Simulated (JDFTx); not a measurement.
An input for a modified build of JDFTx (Pt(100), linear PCM (GLSSA13), water, 1 M KF; bohr, hartree) and the course of its log:

```
lattice \
  5.2689874820 0.0000000000 0.0000000000 \
  0.0000000000 5.2689874820 0.0000000000 \
  0.0000000000 0.0000000000 45.1644543786
coords-type Lattice
ion Pt 0.0000000000 0.0000000000 -0.1649853560 0
ion Pt 0.5000000000 0.5000000000 -0.0824926780 0
ion Pt 0.0000000000 0.0000000000 0.0000000000 0
ion Pt 0.5000000000 0.5000000000 0.0824926780 0
ion Pt 0.0000000000 0.0000000000 0.1649853560 0
ion-species pseudo/pt_pbe_v1.4.upf
elec-cutoff 20 130
elec-ex-corr gga-PBE
coulomb-interaction Slab 001
coulomb-truncation-embed 0 0 0
kpoint-folding 8 8 1
elec-smearing Fermi 0.01
elec-n-bands 53
target-mu -0.179704
electronic-scf nIterations 100 energyDiffThreshold 1e-07
fluid LinearPCM
pcm-variant GLSSA13
fluid-solvent H2O
fluid-cation K+ 1
fluid-anion F- 1
fluid-minimize nIterations 400 knormThreshold 1e-11
wavefunction read f0.wfns
elec-initial-eigenvals f0.eigenvals
elec-initial-fillings read f0.fillings
fluid-initial-state f0.fluidState
dump-name f0_u0.$VAR
dump End State Ecomponents EigStats BandEigs Forces ElecDensity IonicPositions Fillings Kpoints Dtot FluidDebug BoundCharge FluidDensity
```

```
[one cycle in 5 is shown, and the last three; fluid-solver lines are left out]
	FillingsUpdate:  mu: -0.179704000  nElectrons: 82.746722
SCF: Cycle:  0   G: -426.143895126691461   dG: +4.227e+00   |Residual|: 2.069e-01   |deigs|: 3.197e-06
	FillingsUpdate:  mu: -0.179704000  nElectrons: 80.531355
SCF: Cycle:  5   G: -430.249398122307980   dG: -2.554e-01   |Residual|: 3.157e-02   |deigs|: 2.004e-03
	FillingsUpdate:  mu: -0.179704000  nElectrons: 80.069330
SCF: Cycle: 10   G: -430.371113054556417   dG: -2.858e-03   |Residual|: 1.810e-03   |deigs|: 4.937e-04
	FillingsUpdate:  mu: -0.179704000  nElectrons: 80.038949
SCF: Cycle: 15   G: -430.370763175818297   dG: +2.048e-04   |Residual|: 2.193e-03   |deigs|: 7.585e-04
	FillingsUpdate:  mu: -0.179704000  nElectrons: 80.065164
SCF: Cycle: 20   G: -430.371140789894866   dG: -3.234e-07   |Residual|: 4.783e-05   |deigs|: 2.193e-04
	FillingsUpdate:  mu: -0.179704000  nElectrons: 80.065726
SCF: Cycle: 25   G: -430.371140345742219   dG: +2.789e-08   |Residual|: 6.860e-05   |deigs|: 2.358e-05
	FillingsUpdate:  mu: -0.179704000  nElectrons: 80.065336
SCF: Cycle: 30   G: -430.371140735713993   dG: -4.126e-07   |Residual|: 4.004e-05   |deigs|: 1.506e-05
	FillingsUpdate:  mu: -0.179704000  nElectrons: 80.065669
SCF: Cycle: 35   G: -430.371140360568006   dG: +4.375e-07   |Residual|: 6.859e-05   |deigs|: 3.456e-05
	FillingsUpdate:  mu: -0.179704000  nElectrons: 80.065339
SCF: Cycle: 40   G: -430.371140726775366   dG: -8.434e-07   |Residual|: 4.564e-05   |deigs|: 2.879e-05
	FillingsUpdate:  mu: -0.179704000  nElectrons: 80.066266
SCF: Cycle: 45   G: -430.371139368460888   dG: +1.281e-06   |Residual|: 1.188e-04   |deigs|: 3.527e-05
	FillingsUpdate:  mu: -0.179704000  nElectrons: 80.065062
SCF: Cycle: 50   G: -430.371140818295316   dG: -3.664e-07   |Residual|: 1.388e-05   |deigs|: 3.520e-06
	FillingsUpdate:  mu: -0.179704000  nElectrons: 80.065204
SCF: Cycle: 55   G: -430.371140766307406   dG: +1.205e-09   |Residual|: 2.784e-05   |deigs|: 1.417e-05
	FillingsUpdate:  mu: -0.179704000  nElectrons: 80.066759
SCF: Cycle: 60   G: -430.371137964935656   dG: +2.741e-06   |Residual|: 1.703e-04   |deigs|: 1.531e-05
	FillingsUpdate:  mu: -0.179704000  nElectrons: 80.065471
SCF: Cycle: 65   G: -430.371140642838100   dG: -6.331e-07   |Residual|: 5.731e-05   |deigs|: 7.286e-06
	FillingsUpdate:  mu: -0.179704000  nElectrons: 80.065701
SCF: Cycle: 70   G: -430.371140117746506   dG: +5.761e-07   |Residual|: 9.054e-05   |deigs|: 6.494e-06
	FillingsUpdate:  mu: -0.179704000  nElectrons: 80.064997
SCF: Cycle: 75   G: -430.371140815575927   dG: -2.323e-07   |Residual|: 1.562e-05   |deigs|: 5.243e-06
	FillingsUpdate:  mu: -0.179704000  nElectrons: 80.065369
SCF: Cycle: 80   G: -430.371140698007025   dG: -6.222e-07   |Residual|: 4.726e-05   |deigs|: 5.452e-06
	FillingsUpdate:  mu: -0.179704000  nElectrons: 80.065456
SCF: Cycle: 85   G: -430.371140657798719   dG: +9.835e-08   |Residual|: 6.405e-05   |deigs|: 4.595e-06
	FillingsUpdate:  mu: -0.179704000  nElectrons: 80.065736
SCF: Cycle: 90   G: -430.371140147969868   dG: +5.228e-07   |Residual|: 8.449e-05   |deigs|: 4.925e-06
	FillingsUpdate:  mu: -0.179704000  nElectrons: 80.065413
SCF: Cycle: 95   G: -430.371140670578939   dG: -5.212e-07   |Residual|: 5.135e-05   |deigs|: 8.020e-06
	FillingsUpdate:  mu: -0.179704000  nElectrons: 80.065420
SCF: Cycle: 97   G: -430.371140672725744   dG: -3.734e-07   |Residual|: 5.526e-05   |deigs|: 6.604e-06
	FillingsUpdate:  mu: -0.179704000  nElectrons: 80.065768
SCF: Cycle: 98   G: -430.371140084465083   dG: +5.883e-07   |Residual|: 8.789e-05   |deigs|: 7.439e-06
	FillingsUpdate:  mu: -0.179704000  nElectrons: 80.065268
SCF: Cycle: 99   G: -430.371140745318485   dG: -6.609e-07   |Residual|: 4.051e-05   |deigs|: 1.015e-05
SCF: None of the convergence criteria satisfied after 100 iterations.
IonicMinimize: Iter:   0  G: -430.371140745318485  |grad|_K:  0.000e+00
IonicMinimize: Converged (|grad|_K<1.000000e-04).
```

This run gave no converged result. The loop ran out of cycles short of its threshold. It has stalled and not diverged: the last ten energies span 7e-07 Ha, so the total is near its end, but levels, forces and the electron count aren't shown converged.
